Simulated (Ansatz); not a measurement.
Nb (hcp (Mg type), P6_3/mmc) under volume change, r²SCAN (plane waves, PAW; program Ansatz), shape and atoms relaxed at each volume.

| V (Å³/atom) | E − E(relaxed) (meV/atom) | P (GPa) |
|---|---|---|
| 16.887 | 90.1 | 18.60 |
| 17.444 | 38.1 | 11.52 |
| 18.000 | 9.0 | 5.33 |
| 18.557 | 0.0 | 0.00 |
| 19.114 | 8.2 | -4.63 |
| 19.671 | 31.5 | -8.66 |
| 20.227 | 67.8 | -12.16 |

Problem. What does a third-order Birch–Murnaghan fit give for V₀, B₀ and B′?

Solution. V₀ = 18.56 Å³/atom, B₀ = 166 GPa, B′ = 3.7.

The start of the workflow was typed in or built on a structure type; the Crystallography Open Database copy checked does not list it. It is not the phase usual at ambient conditions (space group No. 229). The cell was relaxed with r²SCAN under the symmetry of its start; whether a distortion lowers the energy is not shown. The run is not spin-polarised.

Potentials: the later of the program's two PAW sets.
